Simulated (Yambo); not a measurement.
G0W0@LDA for CsHgF3 (cubic perovskite, space group Pm-3m, No. 221) in Yambo. Reference settings: 4×4×4 Γ-centred k mesh, bands 5 to 147 and a 7 Ry block in the screening, 147 bands in G with the Bruneval-Gonze terminator, plasmon pole fitted at 27.2 eV. The LDA gap R → Γ on this mesh is 0.45 eV; G0W0 gaps are taken between the same points.

```tsv
change from the reference	G0W0 gap R → Γ (eV)	shift of the valence edge (eV)
reference settings	2.47	-1.00
85 bands in W, 85 bands in G, 6 Ry block	2.68	-0.96
42 bands in W, 42 bands in G, 3 Ry block, no terminator	3.56	-1.07
85 bands in W, 85 bands in G, 3 Ry block	2.79	-1.11
116 bands in W, 116 bands in G, 6 Ry block	2.54	-0.98
116 bands in W, 116 bands in G, 3 Ry block	2.64	-1.12
exchange cut at 40 Ry	2.36	-0.88
116 bands in W, 116 bands in G, 4 Ry block	?	-1.07
```

Q: Estimate the withheld gaps from the other rows; the computed values follow.

A: 
- 116 bands in W, 116 bands in G, 4 Ry block, G0W0 gap R → Γ (eV): 2.60

The reference isn't shown to be the converged limit.

Spin-orbit coupling is not included.

Geometry of the Materials Project entry, not relaxed at this level; primitive cell a = b = c = 4.5954 Å, α = β = γ = 90.00°.

A shift is the quasiparticle energy of the state minus its LDA energy.
